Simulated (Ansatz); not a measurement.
Ba$_{3}$PbO (anti-perovskite)

```xyz
10
Lattice="10.6906 0.0000 0.0000 5.3453 5.3453 0.0000 0.0000 0.0000 5.3453" Properties=species:S:1:pos:R:3 pbc="T T T"
Ba     2.6726     0.0000     2.6726
Ba     8.0179     0.0000     2.6726
Ba    10.6906     2.6726     2.6726
Ba     5.3453     2.6726     2.6726
Ba    13.3632     2.6726     0.0000
Ba     8.0179     2.6726     0.0000
Pb     0.0000     0.0000     0.0000
Pb     5.3453     0.0000     0.0000
O     13.3632     2.6726     2.6726
O      8.0179     2.6726     2.6726
```

A phonon eigenvector at M = (0.5, 0.5, 0.0) is frozen into this cell: atom i moves by Q times the vector below, so Q is the largest atomic displacement, in Å. The cell is held. (q is in reciprocal vectors of the primitive cell; the cell shown is doubled to hold the pattern.)

```tsv
atom	x	y	z
Ba5	0.000	0.000	-0.055
Ba6	0.000	0.000	0.055
O9	0.000	0.000	1.000
O10	0.000	0.000	-1.000
```

Atoms not listed stay in place.

Method: LDA (plane waves to 420 eV, PAW, scalar-relativistic; Ansatz, a first-principles code). k mesh 9×9×9 (Γ-centred), Fermi-Dirac smearing 0.05 eV. Energies are smeared free energies. With partly filled bands, energies and forces of such displacements shift with the k mesh and the smearing. At this level the bands of Ba3PbO touch or barely overlap. Ba3PbO was relaxed with its symmetry unable to fall. Spin-orbit coupling is left out, though Pb is heavy. ΔE is measured from the undisplaced structure.

| Q (Å) | ΔE (meV/cell) |
|---|---|
| -0.180 | 76 |
| -0.120 | 32 |
| -0.060 | 8 |
| 0.000 | 0 |
| 0.060 | 8 |
| 0.120 | 32 |
| 0.180 | 76 |

**Question.** Which DFPT wavenumber at M = (0.5, 0.5, 0.0) belongs to this mode?
(A) 188 cm⁻¹
(B) 18 cm⁻¹
(C) 138 cm⁻¹
(D) 57 cm⁻¹

**Answer.** A, 188 cm⁻¹. The curvature of the scan gives 188 cm⁻¹

(For displaced atoms, the force is minus the slope of the energy, and its curvature is a force constant, which sets phonon frequencies.)
